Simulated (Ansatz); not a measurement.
Relaxation of a relaxed MnSi cell with every coordinate shifted by Gaussian noise of σ = 0.3 Å; 8 atoms in the cell, which starts as P1 (No. 1), aP8; a = b = c = 4.560 Å, α = β = γ = 90.00°. Computed with r2SCAN (plane waves to 500 eV, PAW, scalar-relativistic; Ansatz, a program for electronic structure). Γ-centred k-mesh 5×5×5 on the run's cell (coarser than for final values), Fermi–Dirac smearing 0.05 eV. This is the first round of the run. Spin-polarised start, with parallel moments on Mn.

The optimiser's lines from the output (shortened; P is positive under compression):

```
relax step   1: F+E_penalty+E_count = -18168.43296437 eV  Δ(F+E_penalty+E_count) = +0.000e0 eV  max|allowed force component| = 6.118e0 eV/Å  Δτ_max = 0.0000 Å  P = +25.833 GPa  Ω = 94.837 Å³  (24 SCF iters, dr2 threshold 1.00e-7 eV, accepted)
relax step   2: F+E_penalty+E_count = -18172.32642288 eV  Δ(F+E_penalty+E_count) = -3.893e0 eV  max|allowed force component| = 2.926e0 eV/Å  Δτ_max = 0.1961 Å  P = +10.135 GPa  Ω = 94.636 Å³  (16 SCF iters, dr2 threshold 8.00e-7 eV, accepted)
relax step   3: F+E_penalty+E_count = -18174.24831507 eV  Δ(F+E_penalty+E_count) = -1.922e0 eV  max|allowed force component| = 1.634e0 eV/Å  Δτ_max = 0.1952 Å  P = +5.555 GPa  Ω = 93.005 Å³  (15 SCF iters, dr2 threshold 8.00e-7 eV, accepted)
relax step   4: F+E_penalty+E_count = -18174.78533934 eV  Δ(F+E_penalty+E_count) = -5.370e-1 eV  max|allowed force component| = 2.969e-1 eV/Å  Δτ_max = 0.2000 Å  P = +1.475 GPa  Ω = 94.134 Å³  (13 SCF iters, dr2 threshold 8.00e-7 eV, accepted)
relax step   5: F+E_penalty+E_count = -18174.81738569 eV  Δ(F+E_penalty+E_count) = -3.205e-2 eV  max|allowed force component| = 3.501e-2 eV/Å  Δτ_max = 0.0551 Å  P = -0.056 GPa  Ω = 94.954 Å³  (14 SCF iters, dr2 threshold 8.00e-7 eV, accepted)
relax step   6: F+E_penalty+E_count = -18174.81778459 eV  Δ(F+E_penalty+E_count) = -3.989e-4 eV  max|allowed force component| = 1.194e-3 eV/Å  Δτ_max = 0.0036 Å  P = -0.004 GPa  Ω = 94.894 Å³  (10 SCF iters, dr2 threshold 7.74e-8 eV, accepted)
relax step   7: F+E_penalty+E_count = -18174.81778849 eV  Δ(F+E_penalty+E_count) = -3.898e-6 eV  max|allowed force component| = 1.165e-3 eV/Å  Δτ_max = 0.0000 Å  P = -0.001 GPa  Ω = 94.894 Å³  stress off target by 2.87e-3 GPa  SCF on the basis re-selected at this cell (its energy is not comparable with the rows above)  (12 SCF iters)
```

From the first to the last row the energy changes by -0.80 eV/atom and the volume by +0.1 %. The last row is marked as not comparable with the walk above it, whose basis was carried along; it does compare with step 1, since both stand on a basis selected at the nominal cutoff for their own cell.

Later rounds, restarted from the end of this one on a renewed k-mesh, logged 4 more steps and released under 0.01 eV/atom more. The final structure after all rounds: P2₁3 (No. 198), cP8, AFLOW prototype AB_cP8_198_a_a (B20, as in FeSi); a = 4.5603 Å, b = 4.5603 Å, c = 4.5603 Å, α = 90.00°, β = 90.00°, γ = 90.00°. Between re-selections the logged energies stand on a plane-wave basis carried along with the cell. Spin state reached: ferromagnetic (net 1.01 μB/atom), from parallel starting moments; other spin orders were not run from this start. r2SCAN tends to overstate moments in metals.
